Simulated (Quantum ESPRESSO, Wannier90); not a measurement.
SrAlGe (P-6m2), plane waves to Wannier functions

```xyz
3
Lattice="4.2965 0.0000 0.0000 -2.1483 3.7209 0.0000 0.0000 0.0000 4.7790" Properties=species:S:1:pos:R:3 pbc="T T T"
Sr     0.0000     0.0000     0.0000
Al    -2.1483     1.2403     2.3895
Ge     2.1483    -1.2403     2.3895
```

Cell from Materials Project (mp-13311), symmetrised, no further relaxation. Not found in the COD (Crystallography Open Database) copy used; not checked further. Method: PBEsol plane waves in Quantum ESPRESSO 7.5 (PseudoDojo norm-conserving files, 63 Ry, no spin polarisation, no spin-orbit coupling), Bloch states on a 6×6×6 mesh through Γ, Wannier90 4.0.1. Density: 12×12×6 mesh, cold smearing 0.01 Ry. Spin-orbit coupling, left out, would split the p-like bands by a few tenths of an eV.

Valence charges of the files: Sr 10, Al 3, Ge 14. 32 bands were computed.

Isolated groups of bands, relative to the Fermi level (bands from 11 on overlap up to the last one computed):

| bands | from (eV) | to (eV) | filling | weight on atomic waves |
|---|---|---|---|---|
| 1 | -35.39 | -35.37 | filled | Sr 4s 96 % |
| 2–6 | -24.44 | -24.36 | filled | Ge 3d 100 % |
| 7–9 | -17.60 | -17.35 | filled | Sr 4p 98 % |
| 10 | -10.32 | -8.56 | filled | Ge 4s 56 %, Al 3p 21 %, Al 3s 14 % |

Wanted is a model with the orbitals Sr s d, Al s p, Ge s p, without the filled groups that are mainly made of other shells (semicore states, and anion s where it isn't named); all higher bands stay in for disentanglement.

Give num_wann, exclude_bands and num_bands, and the number of electrons that the model holds.

Electrons: 1×10 + 1×3 + 1×14 = 27, or 13.5 bands' worth; no gap over 0.05 eV opens at the Fermi level at this level of theory.
num_wann = 1×6 + 1×4 + 1×4 = 14.
exclude_bands = 1-9, 9 bands, so num_bands = 32 − 9 = 23.
The model holds 27 − 2×9 = 9 electrons. With the window frozen to 1.50 eV it follows pw.x to 5.2 meV rms (states up to 1.0 eV relative to the Fermi level).
